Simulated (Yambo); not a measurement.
Yambo run on a free-standing SnS monolayer (symmetry Pmn2_1, slab cell 15.9 Å high). The wavefunctions come from this Quantum ESPRESSO step (PBE, PseudoDojo stringent norm-conserving files, scalar-relativistic):

```
&CONTROL
  calculation = 'nscf'
  pseudo_dir = './pseudo'
  outdir = './out'
/
&SYSTEM
  ibrav = 0
  nat = 4
  ntyp = 2
  ecutwfc = 102.0
  ecutrho = 408.0
  occupations = 'fixed'
  force_symmorphic = .true.
  nbnd = 196
  assume_isolated = '2D'
/
&ELECTRONS
  conv_thr = 4e-09
  diago_full_acc = .true.
  diago_thr_init = 1e-08
/
ATOMIC_SPECIES
S 32.0600 S.upf
Sn 118.7100 Sn.upf
CELL_PARAMETERS angstrom
  4.082125231000   0.000000000000   0.000000000000
  0.000000000000   4.047635603000   0.000000000000
  0.000000000000   0.000000000000  15.900000000000
ATOMIC_POSITIONS crystal
S   0.955031725800   0.000000000000   0.072856478900
S   0.455031725800   0.500000000000  -0.072856478900
Sn   0.425108274200   0.500000000000   0.088032626400
Sn   0.925108274200   0.000000000000  -0.088032626400
K_POINTS automatic
4 4 1 0 0 0
```

Yambo input:

```
rim_cut
gw0
dyson
el_el_corr
HF_and_locXC
ppa
em1d
rim_w
RandQpts= 1000000
RandGvec= 2 Ry
CUTGeo= "slab z"
EXXRLvcs= 102 Ry
VXCRLvcs= 408 Ry
Chimod= "HARTREE"
% BndsRnXp
 9 | 195 |
%
NGsBlkXp= 8 Ry
% LongDrXp
 1.0 | 1.0 | 0.0 |
%
RandGvecW= 630 mRy
PPAPntXp= 27.2114 eV
% GbndRnge
 1 | 195 |
%
GTermKind= "BG"
DysSolver= "n"
ExtendOut
% QPkrange
 1 | 1 | 28 | 29 |
 3 | 3 | 28 | 29 |
 7 | 7 | 28 | 29 |
 9 | 9 | 28 | 29 |
%
```

k points by index: 1 = Γ, 3 = (0, -0.5), 7 = (-0.5, 0), 9 = (-0.5, -0.5).

The o-*.qp file then holds:

```
#    K-point    Band    Eo [eV]    E [eV]    E-Eo [eV]    Vxc [eV]    Vnlxc [eV]    Sc|Eo [eV]    Sc|E [eV]    dSc/dw|Eo [eV]    Re(Z)    Im(Z)
#
    1    28    0.000000    -0.579975    -0.579975    -13.23051    -15.29107    1.261883    1.480587    -10.25436    0.726278    -0.004067
    1    29    1.757014    2.139965    0.382952    -8.248891    -4.894180    -2.855128    -2.971760    -8.277101    0.766742    -0.004319
    3    28    -0.068672    -0.561482    -0.492809    -12.07600    -13.12314    0.382304    0.554327    -9.492589    0.741352    -0.004031
    3    29    2.026665    2.462178    0.435513    -11.28177    -7.972009    -2.726517    -2.874247    -9.221880    0.746860    -0.004184
    7    28    -0.027866    -0.510886    -0.483020    -12.10253    -13.11154    0.357198    0.525985    -9.502762    0.741147    -0.004035
    7    29    2.064435    2.497346    0.432912    -11.33185    -8.031161    -2.720823    -2.867775    -9.228482    0.746725    -0.004156
    9    28    -1.566694    -2.262906    -0.696212    -12.33561    -15.04123    1.743838    2.009408    -10.37208    0.723997    -0.004535
    9    29    4.120860    4.694988    0.574127    -10.25691    -6.024957    -3.464545    -3.657822    -9.152264    0.748290    -0.004176
```
(The two width columns are left out.) Convergence of these settings isn't established.

Spin-orbit coupling is not included.

Geometry relaxed with PBEsol.

This is a model layer cut from the bulk structure; whether it is stable on its own was not checked.
